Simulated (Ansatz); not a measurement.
Simulated powder pattern, Cu Kα, λ = 1.54184 Å (kinematic, ideal powder, no thermal factors, no anomalous dispersion; the 30 strongest lines at most, above 1 %, up to 2θ = 90°):

| 2θ (°) | d (Å) | I/Imax (%) |
|---|---|---|
| 30.41 | 2.940 | 89 |
| 43.54 | 2.079 | 100 |
| 54.03 | 1.697 | 24 |
| 63.27 | 1.470 | 16 |
| 71.80 | 1.315 | 31 |
| 79.94 | 1.200 | 33 |

The pattern belongs to a structure relaxed with the program Ansatz at the PBE level (PAW).

**Question.** Which compound is it?
A. TiAs, CsCl type
B. B, diamond
C. BAs, CsCl type
D. AlNi, CsCl type

**Answer.** C, BAs, CsCl type

**Question.** Give the lattice parameters.

**Answer.** a = 2.940 Å.

Space group Pm-3m (CsCl type). The start of the workflow was typed in or built on a structure type; neither database checked (COD, Materials Project) lists it. It is not the phase usual at ambient conditions (space group No. 216). Symmetry was held in the PBE relaxation; whether a distortion lowers the energy is not shown. The volume moved by 31 % from the start of the relaxation. Its formation energy is positive at this level, so the cell may be metastable or incomplete.

Potentials: the earlier of the program's two PAW sets.
